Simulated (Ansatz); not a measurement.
# Data sheet: Rb₂PdSe₂ (DFT)

Rb2PdSe2:
```xyz
5
Lattice="-1.9035 3.8318 5.0741 1.9035 -3.8318 5.0741 1.9035 3.8318 -5.0741" Properties=species:S:1:pos:R:3 pbc="T T T"
Rb     0.0000     3.8318     1.9745
Rb     1.9035     0.0000     3.0996
Pd     0.0000     0.0000     0.0000
Se     1.9035     1.6298     0.0000
Se     0.0000     2.2019     5.0741
```

Space group Immm (No. 71); conventional cell a = 3.8069 Å, b = 7.6635 Å, c = 10.1483 Å, α = β = γ = 90.00°.

Method: r²SCAN (plane waves, PAW; program Ansatz). The cell and atoms are relaxed at this level. Other levels are named where they apply.

Cell and energy:

```
Property                                                      Result
-----------------------------------------------------  -------------
Volume per atom                                             29.61 Å³
Density                                                   4.88 g/cm³
Formation energy from the elements (no fitted shifts)  -1.05 eV/atom
```

Electronic structure:

```
Quantity                                                                                                                                         Value
----------------------------------------  ------------------------------------------------------------------------------------------------------------
Band gap                                                                                                                            1.11 eV (indirect)
Valence-band maximum                      on the Σ0–Γ line, 17 % of the way from Σ0 (k = 0.237, -0.240, -0.237 in fractions of the reciprocal vectors)
Conduction-band minimum                                    off the standard path, at k = (0.117, -0.115, 0.383) in fractions of the reciprocal vectors
Smallest direct gap on the standard path                                                                                                       1.60 eV
Electron effective mass                                                                                          0.37, 0.57, 3.6 mₑ (principal values)
Hole effective mass                                                                                                0.52, 2.2, 13 mₑ (principal values)
```

Charges:

```
Quantity                                Value
-------------  ------------------------------
Bader charges  Rb +0.78, Pd +0.05, Se -0.81 e
```

The workflow started from a Materials Project entry (that database holds measured and hypothetical structures alike); the Crystallography Open Database copy checked does not list it. Whether it is the stable phase at ambient conditions was not checked. The cell was relaxed with r²SCAN under the symmetry of its start; its stability against distortions is not shown here. The run is not spin-polarised. The references are the lowest solids computed at this level, not always the standard phases. Scalar-relativistic: spin–orbit coupling is off unless named, which matters more the heavier the elements.

Potentials: the later of the program's two PAW sets.
